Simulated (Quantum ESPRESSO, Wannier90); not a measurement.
**Wannier functions of AlInSb2 (P-4m2)**

```
begin unit_cell_cart
ang
    4.5061700000    0.0000000000    0.0000000000
    0.0000000000    4.5061700000    0.0000000000
    0.0000000000    0.0000000000    6.3488200000
end unit_cell_cart
begin atoms_frac
Al   0.0000000000  0.0000000000  0.0000000000
In   0.5000000000  0.5000000000  0.5000000000
Sb   0.0000000000  0.5000000000  0.2333700000
Sb   0.5000000000  0.0000000000 -0.2333700000
end atoms_frac
```

Cell from Materials Project (mp-1228890), symmetrised, no further relaxation. Not found in the COD (Crystallography Open Database) copy used; not checked further. Method: PBEsol plane waves in Quantum ESPRESSO 7.5 (PseudoDojo norm-conserving files, 64 Ry, no spin polarisation, no spin-orbit coupling), Bloch states on a 8×8×6 mesh through Γ, Wannier90 4.0.1. Density: 8×8×6 mesh, Gaussian smearing 0.01 Ry. Spin-orbit coupling is left out although heavy elements are present.

Bands 16-17 form an isolated set from -10.63 to -8.71 eV relative to the valence-band maximum (on the path) and are turned into 2 Wannier functions by minimising the spread from the start: atomic waves Sb 5s.

Centres (Cartesian, Å; one of the equivalent choices) and spreads:

| n | x | y | z | spread (Å²) | nearest atom |
|---|---|---|---|---|---|
| 1 | 0.000 | 2.253 | 1.505 | 2.567 | Sb3 |
| 2 | 2.253 | 0.000 | -1.505 | 2.567 | Sb4 |

Ω_I = 5.09 Å², Ω_total = 5.13 Å²; the interpolated bands follow pw.x to 0.1 meV rms on the path. Only this start was tried; a symmetric start can stop on a saddle, and mixtures of these functions could lower the total by at most Ω_total − Ω_I.
